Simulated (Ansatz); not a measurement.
MnCO$_{3}$ in space group R-3c (No. 167; Mn on 6b, C on 6a, O on 18e), r²SCAN (plane waves, PAW; program Ansatz). The conduction-band minimum lies at T, with 1 equivalent valley. Second derivatives d²E/dk² of the lowest band at one valley (eV·Å²), along Cartesian directions:

```json
[
 {"direction": "[100]", "d²E/dk²": "6.221"},
 {"direction": "[010]", "d²E/dk²": "6.221"},
 {"direction": "[001]", "d²E/dk²": "4.015"},
 {"direction": "[110]", "d²E/dk²": "6.222"},
 {"direction": "[101]", "d²E/dk²": "5.118"},
 {"direction": "[011]", "d²E/dk²": "5.118"}
]
```

Problem. Find the principal effective masses, the density-of-states mass and the conductivity mass.

Solution. Off-diagonal terms follow from H_xy = H[110] − (H_xx + H_yy)/2, and m*/mₑ = 7.620 eV·Å² over each eigenvalue: 1.2, 1.2, 1.9. One valley's DOS mass (m₁m₂m₃)^(1/3) = 1.4, conductivity mass 3/(Σ 1/mᵢ) = 1.4 mₑ.

Problem. What effective density of states Nc follows at 300 K for parabolic valleys?

Solution. Nc = 2.509e19 × 1 × (1.4)^(3/2) ≈ 4.2e19 cm⁻³.

The workflow started from an entry of the Crystallography Open Database (COD). Its standing as an ambient phase is unchecked. Symmetry was held in the r²SCAN relaxation, as lowered by the spin order; its stability against distortions is not shown here. Spin order of the final state: antiferromagnetic, chosen from 5 collinear starts compared on coarse meshes (ties went to the first, and starts can fall back to one state), not a proven ground state. Other orbital occupations within this spin state were not tried. No Hubbard U is applied. Point labels and valley counts follow the cell and symmetry of the run, lower than the named group.

Potentials: the later of the program's two PAW sets.

Edges and masses are those of Kohn–Sham bands, whose gap is no quasiparticle gap.
